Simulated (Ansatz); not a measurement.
Mg$_{2}$H$_{6}$Os:
```xyz
9
Lattice="0.0000 3.3219 3.3219 3.3219 0.0000 3.3219 3.3219 3.3219 0.0000" Properties=species:S:1:pos:R:3 pbc="T T T"
Mg     4.9828     4.9828     4.9828
Mg     1.6609     1.6609     1.6609
H      3.3219     3.3219     4.9603
H      3.3219     3.3219     1.6835
H      4.9603     3.3219     3.3219
H      1.6835     3.3219     3.3219
H      3.3219     4.9603     3.3219
H      3.3219     1.6835     3.3219
Os     0.0000     0.0000     0.0000
```

This is the r²SCAN-relaxed structure.

All from r²SCAN in the plane-wave PAW code Ansatz, unless another level is named. Predict the hole effective mass with spin–orbit coupling.

3.9, 3.9, 7.0 mₑ (principal values).

Next, the formation energy from the elements (no fitted shifts)?

-0.40 eV/atom.

What about the conduction-band minimum?

on the Γ–X line, 85 % of the way from Γ (6 equivalent valleys).

Space group Fm-3m. The workflow started from a Materials Project entry (that database holds measured and hypothetical structures alike); the Crystallography Open Database copy checked does not list it. Whether it is the stable phase at ambient conditions was not checked. Symmetry was held in the r²SCAN relaxation. At this level the phase is dynamically unstable (imaginary phonons). No spin polarisation was allowed. The references are the lowest solids computed at this level, not always the standard phases (solids in place of the gases). Spin–orbit coupling is left out wherever it is not named.

Potentials: the later of the program's two PAW sets.

Edges and masses are those of Kohn–Sham bands, whose gap is no quasiparticle gap.
